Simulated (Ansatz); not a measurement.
BeSe:
```
BeSe
1.0
    0.00000     2.58884     2.58884
    2.58884     0.00000     2.58884
    2.58884     2.58884     0.00000
Se Be
1 1
Cartesian
  3.88327   3.88327   3.88327
  0.00000   0.00000   0.00000
```

Relaxed with PBE. Special points in fractions of this cell's reciprocal vectors: Γ (0.000, 0.000, 0.000); X (0.500, 0.000, 0.500); U (0.625, 0.250, 0.625); K (0.375, 0.375, 0.750); L (0.500, 0.500, 0.500); W (0.500, 0.250, 0.750).

**Question.** List the band energies nearest the valence-band maximum at these points for plane-wave PAW PBE (Ansatz code).

**Answer.** In eV from the valence-band maximum; about four levels below and three above (degenerate sets whole), none deeper than 8.9 eV; points with the same levels are listed once.

```csv
k,below,above
Γ,0.00 0.00 0.00,4.22 5.02 5.02 5.02
X,-4.97 -2.58 -2.58,2.67 4.22 11.56 11.56
U,-4.56 -3.91 -2.16,3.78 6.80 9.62
L,-5.58 -1.05 -1.05,4.27 5.98 5.98
W,-4.33 -3.70 -3.20,6.13 7.07 7.39
```

Space group F-43m (zinc blende). Symmetry was held in the PBE relaxation; phonons on a q-mesh show no instability. Scalar-relativistic: spin–orbit coupling is off unless named, which matters more the heavier the elements.

Potentials: the later of the program's two PAW sets.
